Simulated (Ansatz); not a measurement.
The cell of CaZnC6N6 is invented: cyanide-bridged rock-salt net of two metals, 0 guest cations a cell (Fm-3m, No. 225). Lengths were set from tabulated atomic sizes, so they are only a guess.

```cif
data_structure
_symmetry_space_group_name_H-M 'P 1'
_symmetry_Int_Tables_number 1
_cell_length_a 7.4911
_cell_length_b 7.4911
_cell_length_c 7.4911
_cell_angle_alpha 60.000
_cell_angle_beta 60.000
_cell_angle_gamma 60.000
_cell_volume 297.25
loop_
_atom_site_label
_atom_site_type_symbol
_atom_site_fract_x
_atom_site_fract_y
_atom_site_fract_z
_atom_site_occupancy
Ca1 Ca 0.50000 0.50000 0.50000 1
Zn1 Zn 0.00000 0.00000 0.00000 1
C1 C 0.81905 0.18095 0.18095 1
C2 C 0.18095 0.81905 0.18095 1
C3 C 0.18095 0.18095 0.81905 1
C4 C 0.18095 0.81905 0.81905 1
C5 C 0.81905 0.18095 0.81905 1
C6 C 0.81905 0.81905 0.18095 1
N1 N 0.70861 0.29139 0.29139 1
N2 N 0.29139 0.70861 0.29139 1
N3 N 0.29139 0.29139 0.70861 1
N4 N 0.29139 0.70861 0.70861 1
N5 N 0.70861 0.29139 0.70861 1
N6 N 0.70861 0.70861 0.29139 1
```

All numbers below come from DFT PBE, scalar-relativistic, plane waves, PAW in Ansatz 0.2.0. Cutoff 420 eV, Gaussian smearing, Γ-centred meshes. Cell and atoms relax first on a coarse mesh and then on a converged one. In between, the cell is made exact in the group found at 0.06 Å. The steps can't lower the symmetry of their start. Collinear spin is switched on along the way, since trial moments persisted in a coarse test.

A guess keeps its type if space group and coordination stay and the shape of the cell changes little (axis ratios within about 15 %, angles within 6°); the volume may change.

Q: Does it keep its structure type, or change into something else?

A: It keeps its type. The symmetry stays Fm-3m (No. 225). The volume per atom grows by 24.3 %, from 21.2 to 26.4 Å³. The shortest distance goes from 1.17 Å (C–N) to 1.16 Å (C–N). Counting neighbours within 15 % of an atom's shortest distance, the start has C 1, Ca 6, N 1, Zn 6 and the end C 1, Ca 6, N 1, Zn 6.

The zero of energy is the elements' standard structures at the same level (N₂ as a molecule); no fitted shifts are applied.

Q: At what energy does it end?

A: +0.463 eV/atom. It can't be a ground state, since the elements alone are lower.

The last run used collinear spin, a 4×4×4 mesh for its 14-atom cell and Gaussian smearing of 0.02 eV. The reference form of C is held partly by dispersion forces, which this level lacks. The magnetic state reached may not be the lowest. Symmetry constrained the relaxation, so the result can be a saddle point.
